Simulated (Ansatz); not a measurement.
Elastic constants of Cu at 5 GPa (stress–strain coefficients): input and output

Theory: Ansatz 0.2.0, DFT LDA, scalar-relativistic, plane waves, PAW.

Launched with:
```bash
ansatz run input.yaml --threads 1 --pin off --max-ram 3072MiB --backend cpu --events-out ev --progress --plain --runs-dir out
```

Input (bare energies are in eV):
```yaml
crystal:
  lattice:
    - [0.0, 1.7448383485, 1.7448383485]
    - [1.7448383485, 0.0, 1.7448383485]
    - [1.7448383485, 1.7448383485, 0.0]
  atoms:
    - { symbol: Cu, position: [0.0, 0.0, 0.0] }
basis:
  ecutwfc: 420
kpoints:
  mp_grid: { grid: [20, 20, 20] }
hamiltonian:
  xc: lda
scf:
  occupations: { method: fermi_dirac, width: 0.15 }
output:
  forces: true
  stress: true
  eigenvalues: true
elastic:
  mode: relaxed_ion
  amplitude: 0.005
```

From the output:
```
--- Elastic constants: 2 strain directions × 4 members + reference (group order 48) ---
  dense FFT box of the reference and of every strained cell: 18×18×18
  strains applied: 11, 23; error gains: componentwise 1.00 (the most a stress slope's error grows in a printed constant), spectral 1.73 (1 for all six strains in a standard setting)
  C = ∂σ_k/∂η_j (tension-positive GPa; Voigt order 11 22 33 23 13 12):
       260.771    189.181    189.181      0.000      0.000      0.000
       189.181    260.771    189.181     -0.000      0.000      0.000
       189.181    189.181    260.771     -0.000     -0.000      0.000
         0.000     -0.000     -0.000    112.894      0.000     -0.000
         0.000     -0.000     -0.000     -0.000    112.894     -0.000
         0.000     -0.000      0.000     -0.000     -0.000    112.894
  reference stress σ⁰ (GPa):     -5.001     -5.001     -5.001     -0.000     -0.000     -0.000
  C* (energy form; C + prestress term) asymmetry max|C*_kj − C*_jk| = 2.842e-14 GPa — a small one proves nothing (zero by symmetry where the batch's group is 432, −43m or m−3m); a large one is finite-difference/SCF noise where every solve ...
  moduli (Voigt/Reuss/Hill, GPa): K = 213.04/213.04/213.04   G = 82.05/60.64/71.35   E = 192.55   ν = 0.349
  mechanically stable: yes (min eigenvalue of sym C = 71.59 GPa)
  strain η (Voigt 11):  stress-route row diagonal C_11 = 260.77 GPa, energy-path curvature d²(F+E_count+ΔE)/dδ²/Ω₀ = 260.18 GPa
    cells at ±δ against ±2δ: C31 189.20 and 189.24 GPa, apart by 0.02 % of the column's largest entry
         δ    σ_11 (GPa) F (eV) n_scf n_hpsi n_pw
    -1.000e-2      -7.6718       -6555.7240218       8  177904    216   relax 0 steps, max|allowed force component| 0.00e0 eV/Å
    -5.000e-3      -6.3203       -6555.7263400       4  144026    216   relax 0 steps, max|allowed force component| 0.00e0 eV/Å
     5.000e-3      -3.7125       -6555.7296592       4  141740    222   relax 0 steps, max|allowed force component| 0.00e0 eV/Å
     1.000e-2      -2.4556       -6555.7306798       7  151670    222   relax 0 steps, max|allowed force component| 0.00e0 eV/Å
  strain η (Voigt 23):  stress-route row diagonal C_44 = 112.89 GPa, energy-path curvature d²(F+E_count+ΔE)/dδ²/Ω₀ = 114.96 GPa
    cells at ±δ against ±2δ: C44 112.89 and 112.87 GPa, apart by 0.01 % of the column's largest entry
         δ    σ_23 (GPa) F (eV) n_scf n_hpsi n_pw
    -1.000e-2      -1.1287       -6555.7278320       7  296628    220   relax 0 steps, max|allowed force component| 0.00e0 eV/Å
    -5.000e-3      -0.5644       -6555.7281194       5  290078    218   relax 0 steps, max|allowed force component| 0.00e0 eV/Å
     5.000e-3       0.5644       -6555.7281194       4  244141    218   relax 0 steps, max|allowed force component| 0.00e0 eV/Å
     1.000e-2       1.1287       -6555.7278320       6  255460    220   relax 0 steps, max|allowed force component| 0.00e0 eV/Å
```

The run took 2.5 min on 1 thread of AMD EPYC (Zen 3), with other jobs on the host, peak memory 0.5 GiB.

In a metal, frequencies and elastic constants depend on the k mesh and the smearing, soft modes and shear constants most.